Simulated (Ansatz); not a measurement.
Ansatz (a quantum-chemistry and plane-wave program) input:

Ansatz 0.2 input:
```yaml
crystal:
  lattice:
    - [0.0, 5.5337726601, 5.5337726601]
    - [5.5337726601, 0.0, 5.5337726601]
    - [5.5337726601, 5.5337726601, 0.0]
  atoms:
    - { symbol: Cs, position: [0.75, 0.75, 0.75] }
    - { symbol: Cs, position: [0.25, 0.25, 0.25] }
    - { symbol: In, position: [0.0, 0.0, 0.0] }
    - { symbol: Ag, position: [0.5, 0.5, 0.5] }
    - { symbol: Br, position: [0.7559910979, 0.2440089021, 0.2440089021] }
    - { symbol: Br, position: [0.2440089021, 0.7559910979, 0.7559910979] }
    - { symbol: Br, position: [0.2440089021, 0.7559910979, 0.2440089021] }
    - { symbol: Br, position: [0.7559910979, 0.2440089021, 0.7559910979] }
    - { symbol: Br, position: [0.2440089021, 0.2440089021, 0.7559910979] }
    - { symbol: Br, position: [0.7559910979, 0.7559910979, 0.2440089021] }
kpoints:
  mp_grid: { grid: [4, 4, 4] }
hamiltonian:
  xc: r2scan
  pseudopotentials: { kind: paw }
scf:
  occupations: { method: fixed }
output:
  optics: { e_range: [0.0, 15.0], de: 0.05, sigma: 0.1, bands: { spectra_wanted_up_to: 12 eV } }
```

Output (shortened):

```
output.optics: the spectra are integrated over the Brillouin zone by k·p interpolation around the k-points, where levels, occupations, output.optics.sigma and …
Pseudopotential: Cs, paw, valence charge 9
Pseudopotential: In, paw, valence charge 13
Pseudopotential: Ag, paw, valence charge 19
Pseudopotential: Br, paw, valence charge 7
Functional definition: r2SCAN
Crystal: 10 atoms, lattice volume = 338.917 Å³
Basis set: ecut = 500 eV, 8609 PW (Γ), exchange–correlation on 240×240×240 points (64 copies of the dense FFT grid, shifted against one another)
Bands: 56, of which v1, the nominal top of the filled ones, is band 46 counted from 1 (45 counted from 0)
Symmetry: 48 space group operations
Space group: Fm-3m (ITA 225), of the structure as read, at distance tolerance 7.0e-5 Å
k-points: 8 of 64
SCF iter   1: F=—  HF=-41358.483595 eV  |F-HF|=—  |Δ(HF+E_count)|=         —  Δρ=5.02e-3  dr2=9.44e-2  dr2_τ=2.38e-2  ethr=1.77e-3  ⟨swp⟩=5.2  Hψ=1559  notcnv=0  defer=57
preconditioner: auto → Resta (q_TF=auto, 2.195 Å⁻¹)
SCF iter   2: F=—  HF=-41358.515741 eV  |F-HF|=—  |Δ(HF+E_count)|=   3.21e-2  Δρ=2.31e-3  dr2=1.35e-2  dr2_τ=1.47e-3  ethr=1.03e-4  ⟨swp⟩=3.0  Hψ=868  notcnv=0  defer=63
SCF iter   3: F=—  HF=-41358.515713 eV  |F-HF|=—  |Δ(HF+E_count)|=   2.81e-5  Δρ=8.28e-4  dr2=2.30e-3  dr2_τ=1.28e-4  ethr=1.46e-5  ⟨swp⟩=2.0  Hψ=730  notcnv=0  defer=64
SCF iter   4: F=—  HF=-41358.515572 eV  |F-HF|=—  |Δ(HF+E_count)|=   1.41e-4  Δρ=1.79e-4  dr2=1.12e-4  dr2_τ=8.32e-6  ethr=2.50e-6  ⟨swp⟩=2.0  Hψ=799  notcnv=0  defer=64
SCF iter   5: F=—  HF=-41358.515611 eV  |F-HF|=—  |Δ(HF+E_count)|=   3.91e-5  Δρ=4.24e-5  dr2=6.58e-6  dr2_τ=6.05e-7  ethr=1.22e-7  ⟨swp⟩=2.0  Hψ=607  notcnv=0  defer=61
SCF iter   6: F=—  HF=-41358.515827 eV  |F-HF|=—  |Δ(HF+E_count)|=   2.16e-4  Δρ=7.22e-6  dr2=2.77e-7  dr2_τ=4.26e-8  ethr=7.16e-9  ⟨swp⟩=2.1  Hψ=766  notcnv=0  defer=52
SCF iter   7: F=—  HF=-41358.515827 eV  |F-HF|=—  |Δ(HF+E_count)|=   7.36e-8  Δρ=2.08e-6  dr2=2.53e-8  dr2_τ=9.53e-10  ethr=3.01e-10  ⟨swp⟩=2.0  Hψ=720  notcnv=0  defer=52
SCF iter   8: F=—  HF=-41358.515827 eV  |F-HF|=—  |Δ(HF+E_count)|=   9.82e-9  Δρ=8.55e-7  dr2=2.88e-9  dr2_τ=1.05e-10  ethr=2.75e-11  ⟨swp⟩=2.0  Hψ=754  notcnv=0  defer=52
SCF iter  10: F=-41358.515827 eV  HF=-41358.515827 eV  |F-HF|=1.46e-11  |Δ(HF+E_count)|=  1.16e-10  Δρ=3.76e-8  dr2=4.70e-12  dr2_τ=3.93e-13  ethr=1.00e-12  ⟨swp⟩=17.1  Hψ=2917  notcnv=0
SCF 1 converged in 10 iterations: F = -41358.515827 eV  dr2 = 4.70e-12
NSCF: frozen V_eff on 8 k-points
Optics k sum: 0 of 8 k-points
Optics k sum: 1 of 8 k-points
Optics k sum: 2 of 8 k-points
Optics k sum: 3 of 8 k-points
Optics k sum: 4 of 8 k-points
Optics k sum: 5 of 8 k-points
Optics k sum: 6 of 8 k-points
Optics k sum: 7 of 8 k-points
Optics k sum: 8 of 8 k-points
Optics k sum: 0 of 8 k-points
Optics k sum: 1 of 8 k-points
Optics k sum: 2 of 8 k-points
Optics k sum: 3 of 8 k-points
Optics k sum: 4 of 8 k-points
Optics k sum: 5 of 8 k-points
Optics k sum: 6 of 8 k-points
Optics k sum: 7 of 8 k-points
Optics k sum: 8 of 8 k-points
NSCF: frozen V_eff on 1 k-points
output.optics: what the bands over the 126 summed would add to eps1, eps2 and the energy-loss function is held between a lower and an upper bound (9 Lanczos …
SCF converged after 10 iterations
Free energy (F): -41358.515827 eV
Harris-Foulkes:  -41358.515827 eV  (|F-HF|=1.46e-11)
Internal energy: -41358.515827 eV  (E = F + TS)
E sigma→0 (E₀):  -41358.515827 eV
Fermi energy:    3.490355 eV
--- Per-component energies (eV) ---
  E_band       = -765.447951
  E_kinetic    = 1861.650098
  E_local      = -7758.749585  (includes V_loc(G=0)·N_el)
  E_nonlocal   = 933.975955
  E_hartree    = 3154.318171
  E_xc         = -2207.573385
  E_vxc        = -1329.166746  (∫ρ·V_xc dr)
  E_paw        = -31922.442993  (= ΣΔE_a)
  E_vpaw       = -855.255743  (= ΣTr[D̂ρ^β])
  E_aug_tail   = 0.000061  (compensation charges beyond the density's cutoff)
  E_vtau       = 73.461735  (kinetic-family band-sum trace: ∫τ·v_τ [+ j·A + Jᵃ·Aᵃ] dr)
  E_ewald      = -5419.300979
  E_core_change = -0.393169  (= ΣΔE_core)
  E_smearing   =  0.000000  (= −TS)
  E_closure    =  0.000000  (closes the sum)
  Σ components = -41358.515827   (vs F -41358.515827, Δ=0.00e0)
  [band-id]    e_kinetic+e_local+e_nonlocal+2·e_hartree+e_vxc+e_vpaw+e_augmentation_tail+e_vtau = -765.447883   (vs E_band -765.447951, Δ=6.86e-5)
--- Band table (eV; the first three rows and the last of 8) ---
  k-point 0: bands = ["-88.6902", "-51.3672", "-51.3672", "-51.3672", "-17.0652", "-17.0561", "-11.4587", "-11.4587", "-11.0424", "-10.8972", "-10.8972", "-10.8972", "-10.5739", "-10.5739", "-10.5739", "-9.8829", "-9.8829", "-3.6450", "-3.6450", "-3.6450", …
  k-point 1: bands = ["-88.6902", "-51.3672", "-51.3672", "-51.3672", "-17.0636", "-17.0571", "-11.4637", "-11.4637", "-10.9970", "-10.8971", "-10.8971", "-10.8971", "-10.6386", "-10.5551", "-10.5551", "-9.9007", "-9.9007", "-3.6195", "-3.6195", "-3.5850", …
  k-point 2: bands = ["-88.6902", "-51.3672", "-51.3672", "-51.3672", "-17.0601", "-17.0601", "-11.4685", "-11.4685", "-10.9260", "-10.8971", "-10.8971", "-10.8970", "-10.7290", "-10.5355", "-10.5355", "-9.9194", "-9.9194", "-3.5760", "-3.5760", "-3.5758", …
  k-point 7: bands = ["-88.6902", "-51.3672", "-51.3672", "-51.3672", "-17.0599", "-17.0599", "-11.4908", "-11.4649", "-10.9041", "-10.8971", "-10.8971", "-10.8971", "-10.6132", "-10.5815", "-10.5815", "-9.9814", "-9.9053", "-3.5509", "-3.5509", "-3.5431", …
```

Cost: very roughly 3 core-minutes on shared cores.

The workflow started from a Materials Project entry (that database holds measured and hypothetical structures alike); the Crystallography Open Database copy checked does not list it. Whether it is the stable phase at ambient conditions was not checked. The cell was relaxed with r²SCAN under the symmetry of its start; its stability against distortions is not shown here. The run is not spin-polarised. Spin–orbit coupling is left out wherever it is not named.

Potentials: the later of the program's two PAW sets.

Ansatz is a plane-wave DFT program.
